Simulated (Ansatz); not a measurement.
Coordination and ¹⁷O quadrupole coupling in BaTiO₃ at a changed volume

Cell: an entry of the Crystallography Open Database (COD), relaxed with PBE at fixed cell and then changed (volume scaled by 1.06, ions relaxed).

```
Ba Ti O
1.0
     4.07825    0.00000    0.00000
     0.00000    4.07825    0.00000
     0.00000    0.00000    4.09680
Ba Ti O
1 1 3
Direct
  0.00000 0.00000 0.99075
  0.50000 0.50000 0.47487
  0.50000 0.50000 0.03171
  0.50000 0.00000 0.51534
  0.00000 0.50000 0.51534
```

Sites (sets of like atoms) are named by element and the number of their first atom in this list.

Computed with Ansatz: DFT, PBE, plane waves and PAW, scalar-relativistic, 420 eV cutoff, Γ-centred 8×8×8 k-points, Fermi–Dirac smearing 0.02 eV.

Q(¹⁷O) = -25.58 mb.

(1) Order the O environments from the weakest to the strongest quadrupole coupling.
A. O3: 2 Ti at 1.82–2.28 Å, angle 180°; also 4 Ba at 2.89 Å
B. O4: 2 Ti at 2.05 Å, angle 171°; also 4 Ba at 2.82–2.96 Å

Results:

(1) A (0.717 MHz, η = 0.00), B (2.11 MHz, η = 0.09).

An axis of threefold or higher order runs through O3, so V_zz lies along it and η is zero. At O4 V_zz points along the line of its two bonds (within 1°). Like point charges on the first shell alone (each adding as 1/d³) would put O3 above O4: the covalent part of each bond and the atoms beyond the first shell count as well.
